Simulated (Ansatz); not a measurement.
La3Al4Si6:
```yaml
crystal:
  lattice:
    - [4.19172, 0.00000, 0.00000]
    - [-2.09586, 3.63014, 0.00000]
    - [0.00000, 0.00000, 18.56594]
  atoms:
    - { symbol: La, position: [0.00000, 0.00000, 0.11273] }
    - { symbol: La, position: [0.00000, 0.00000, 0.88727] }
    - { symbol: La, position: [0.00000, 0.00000, 0.50000] }
    - { symbol: Al, position: [0.33333, 0.66667, 0.74169] }
    - { symbol: Al, position: [0.66667, 0.33333, 0.25831] }
    - { symbol: Al, position: [0.33333, 0.66667, 0.35912] }
    - { symbol: Al, position: [0.66667, 0.33333, 0.64088] }
    - { symbol: Si, position: [0.33333, 0.66667, 0.60449] }
    - { symbol: Si, position: [0.66667, 0.33333, 0.39551] }
    - { symbol: Si, position: [0.33333, 0.66667, 0.99713] }
    - { symbol: Si, position: [0.66667, 0.33333, 0.00287] }
    - { symbol: Si, position: [0.33333, 0.66667, 0.22233] }
    - { symbol: Si, position: [0.66667, 0.33333, 0.77767] }
```

Relaxed with r²SCAN. Special points in fractions of this cell's reciprocal vectors: Γ (0.000, 0.000, 0.000); M (0.500, 0.000, 0.000); K (0.333, 0.333, 0.000); A (0.000, 0.000, 0.500); L (0.500, 0.000, 0.500); H (0.333, 0.333, 0.500).

Question: List the band energies nearest the Fermi level at these points for plane-wave PAW r²SCAN (Ansatz code).

Answer: In eV from the Fermi level; about four levels below and three above (degenerate sets whole), none deeper than 8.9 eV; points with the same levels are listed once.

| k | below | above |
|---|---|---|
| Γ | -0.48 -0.30 -0.30 -0.16 | 0.00 0.80 0.80 |
| M | -1.63 -1.05 -0.98 -0.19 | 0.35 1.08 1.53 |
| K | -2.65 -2.65 -2.09 -2.09 | 0.58 0.58 1.38 1.38 |
| A | -0.36 -0.35 -0.35 -0.14 | 0.31 0.77 0.77 |
| L | -1.66 -1.51 -0.97 -0.09 | 0.37 1.07 1.52 |
| H | -2.63 -2.63 -2.09 -2.09 | 0.79 0.79 0.91 0.91 |

Space group P-3m1. The first step of the workflow began from a Materials Project structure, measured or hypothetical; the Crystallography Open Database copy checked does not list it. Whether it is the stable phase at ambient conditions was not checked. The cell was relaxed with r²SCAN under the symmetry of its start; its stability against distortions is not shown here. Scalar-relativistic: spin–orbit coupling is off unless named, which matters more the heavier the elements.

Potentials: the earlier of the program's two PAW sets.
